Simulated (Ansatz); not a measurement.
WS2:
```yaml
crystal:
  lattice:
    - [3.17171, 0.00000, 0.00000]
    - [-1.58585, 2.74678, 0.00000]
    - [0.00000, 0.00000, 12.55165]
  atoms:
    - { symbol: W, position: [0.33333, 0.66667, 0.25000] }
    - { symbol: W, position: [0.66667, 0.33333, 0.75000] }
    - { symbol: S, position: [0.33333, 0.66667, 0.62567] }
    - { symbol: S, position: [0.66667, 0.33333, 0.12567] }
    - { symbol: S, position: [0.66667, 0.33333, 0.37433] }
    - { symbol: S, position: [0.33333, 0.66667, 0.87433] }
```

Relaxed with r²SCAN+D4. 

Problem. HSE06 on this cell (Ansatz, a first-principles code, PAW) gives a gap of 1.60 eV. What does r²SCAN+D4 give?

Solution. 1.18 eV.

Cost on shared cores: the r²SCAN+D4 run (SCF on a 10×10×3 mesh, then bands and DOS) roughly 100 core-seconds, the HSE06 run (SCF on 6×6×2, then a few points) about 2.0 core-minutes (a rough figure); the tasks are unlike.

Space group P6_3/mmc. The cell was relaxed with r²SCAN+D4 under the symmetry of its start. The run is not spin-polarised. Spin–orbit coupling is left out wherever it is not named.

Potentials: the later of the program's two PAW sets.

Ansatz is a plane-wave DFT program.
